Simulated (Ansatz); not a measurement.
Sn2GeTe3 in space group P-3m1 (No. 164; Sn on 2d, Ge on 1b, Te on 2d, Te on 1a) under volume change, plane-wave PAW LDA (Ansatz code), shape and atoms relaxed at each volume.

```json
[
 {"V (Å³/atom)": "25.937", "E − E(relaxed) (meV/atom)": "46.0", "P (GPa)": "6.16"},
 {"V (Å³/atom)": "26.793", "E − E(relaxed) (meV/atom)": "19.4", "P (GPa)": "3.82"},
 {"V (Å³/atom)": "27.648", "E − E(relaxed) (meV/atom)": "4.7", "P (GPa)": "1.77"},
 {"V (Å³/atom)": "28.503", "E − E(relaxed) (meV/atom)": "0.0", "P (GPa)": "0.03"},
 {"V (Å³/atom)": "29.358", "E − E(relaxed) (meV/atom)": "3.9", "P (GPa)": "-1.45"},
 {"V (Å³/atom)": "30.213", "E − E(relaxed) (meV/atom)": "15.0", "P (GPa)": "-2.70"},
 {"V (Å³/atom)": "31.068", "E − E(relaxed) (meV/atom)": "32.4", "P (GPa)": "-3.78"}
]
```

Question: What does a third-order Birch–Murnaghan fit give for V₀, B₀ and B′?

Answer: V₀ = 28.53 Å³/atom, B₀ = 53.1 GPa, B′ = 4.2.

The workflow started from a Materials Project entry (that database holds measured and hypothetical structures alike); the Crystallography Open Database copy checked does not list it. With Sn and Ge taken as one species the cell has the higher symmetry Fm-3m, so it may be an ordered model of a mixed-site phase. Its standing as an ambient phase is unchecked. Symmetry was held in the LDA relaxation; of distortions, only those at the zone centre were tested, and some modes there are weakly imaginary. Scalar-relativistic: spin–orbit coupling is off unless named, which matters more the heavier the elements.

Potentials: the later of the program's two PAW sets.
